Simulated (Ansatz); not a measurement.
CsC8:
```
CELL_PARAMETERS angstrom
      4.94691     0.00000     0.00000
     -2.47345     4.28415     0.00000
      0.00000     0.00000     6.01025
ATOMIC_POSITIONS crystal
  C  0.16651 0.33302 0.00000
  C  0.16651 0.83349 0.00000
  C  0.66667 0.33333 0.00000
  C  0.66698 0.83349 0.00000
  C  0.33302 0.16651 0.00000
  C  0.33333 0.66667 0.00000
  C  0.83349 0.16651 0.00000
  C  0.83349 0.66698 0.00000
  Cs 0.00000 0.00000 0.50000
```

Relaxed with r²SCAN+D4. Special points in fractions of this cell's reciprocal vectors: Γ (0.000, 0.000, 0.000); M (0.500, 0.000, 0.000); K (0.333, 0.333, 0.000); A (0.000, 0.000, 0.500); L (0.500, 0.000, 0.500); H (0.333, 0.333, 0.500).

**Question.** List the band energies nearest the Fermi level at these points for the program Ansatz at the r²SCAN+D4 level (PAW).

**Answer.** In eV from the Fermi level; about four levels below and three above (degenerate sets whole), none deeper than 8.9 eV; points with the same levels are listed once.

```csv
k,below,above
Γ,-4.20 -4.20 -3.81 -0.37,0.20 0.20 0.46
M,-6.48 -6.45 -4.60 -4.17,0.98 1.38 1.49
K,-7.15 -7.15 -6.30 -1.56 -1.56,1.94 1.94 4.37
A,-3.85 -0.66 -0.08 -0.08,1.20 3.87 3.87
L,-6.48 -6.45 -4.41 -4.29,1.38 1.47 1.63
H,-6.93 -6.93 -1.50 -1.50,2.73 2.73 2.91 2.91
```

Space group P6/mmm. A made-up cell: these elements were put on the sites of a structure type; the Crystallography Open Database copy checked does not list it. Whether it is the stable phase at ambient conditions was not checked. The r²SCAN+D4 relaxation kept the symmetry of its start; its stability against distortions is not shown here. Scalar-relativistic: spin–orbit coupling is off unless named, which matters more the heavier the elements.

Potentials: the later of the program's two PAW sets.
